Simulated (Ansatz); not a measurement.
**5 guesses for SiP5 and where they end**

Method: Ansatz, DFT PBE, scalar-relativistic, plane waves, PAW. Settings: cutoff 420 eV, Γ-centred meshes spaced at most about 0.3 Å⁻¹, and about 0.25 Å⁻¹ or finer for metals (2π included), Gaussian smearing. No spin polarisation in the final relaxations.

Each guess was relaxed in cell and atoms at zero pressure, within the symmetry of its start. These are static total energies at zero pressure. Coordination counts P atoms around Si (those within 1.25 times the shortest such distance or 1.15 times the sum of covalent radii, 1.27 where that leaves under three; the shortest distance is added where it exceeds 1.18 times the sum of covalent radii).

```tsv
guess	made from	start group	V start (Å³/atom)	end group	V end (Å³/atom)	coordination at the end	gap on mesh (eV)	E over the lowest end (meV/atom)
1	MgCd5 type	P-6m2	18.0	?	?	?	?	?
2	EuAg5 type	P6/mmm	18.5	P6/mmm	16.1	Si 6 from 2.7 Å	0	244
3	Be5Au type	F-43m	19.3	F-43m	15.5	Si 16 from 3.0 Å	0	307
4	random cell	R-3m	33.8	R-3m	16.8	Si 6	0	0
5	random cell	P6/mmm	22.2	P6/mmm	25.8	Si 2	0	456
```

Guess 1 as it starts:

```cif
data_structure
_symmetry_space_group_name_H-M 'P-6m2'
_symmetry_Int_Tables_number 187
_cell_length_a 2.9496
_cell_length_b 2.9496
_cell_length_c 14.3372
_cell_angle_alpha 90.000
_cell_angle_beta 90.000
_cell_angle_gamma 120.000
_cell_volume 108.02
loop_
_atom_site_label
_atom_site_type_symbol
_atom_site_symmetry_multiplicity
_atom_site_Wyckoff_symbol
_atom_site_fract_x
_atom_site_fract_y
_atom_site_fract_z
_atom_site_occupancy
Si1 Si 1 a 0.00000 0.00000 0.00000 1
P1 P 2 i 0.66667 0.33333 0.83533 1
P2 P 2 g 0.00000 0.00000 0.66764 1
P3 P 1 f 0.66667 0.33333 0.50000 1
```

**Question.** Predict the end of this guess and its energy over the lowest end.

**Answer.** It ends in Si and P ordered on hcp sites, space group P-6m2 (No. 187), with a = 2.720 Å, c = 14.105 Å, 15.1 Å³/atom and no gap. It lies 184 meV/atom over the lowest end, above guess 4 and below guess 2. Counting P atoms around Si, this end has Si 6 from 2.6 Å and the lowest (guess 4) has Si 6. The lowest (guess 4) holds P–P pairs (shortest 2.24 Å); in this end the shortest P–P distance is 2.66 Å, near bonding range too.

```
Si P
1.0
     2.71975    0.00000    0.00000
    -1.35988    2.35537    0.00000
     0.00000    0.00000   14.10521
Si P
1 5
Direct
  0.00000 0.00000 0.00000
  0.66667 0.33333 0.85325
  0.00000 0.00000 0.65228
  0.66667 0.33333 0.50000
  0.00000 0.00000 0.34772
  0.66667 0.33333 0.14675
```

The zero of energy is the elements' standard structures at the same level; no fitted shifts are applied. The references include black phosphorus.

**Question.** Is the lowest end bound against the elements?

**Answer.** No: its formation energy is +0.54 eV/atom. The separate elements lie lower, so it is unstable against them.

Weakly bound directions are ill-defined at this level, which has no dispersion term (P-6m2, P6/mmm at 16.1 Å³/atom, P6/mmm at 25.8 Å³/atom), and this can change margins and order among such cells. In R-3m, P-6m2, P6/mmm at 16.1 Å³/atom, F-43m, P6/mmm at 25.8 Å³/atom an odd number of electrons in the primitive cell allows no gap without spin; a larger cell or a magnetic state could open one. A magnetic state wasn't ruled out in cells without spin, among them R-3m, P-6m2, P6/mmm at 16.1 Å³/atom, F-43m, P6/mmm at 25.8 Å³/atom. The reference form of P is held partly by dispersion forces, which this level lacks. Cells relaxed within their symmetry can be saddle points. A lower structure may well exist outside this small set. Some types were kept out of the candidates beforehand, so the set may lack a known form.
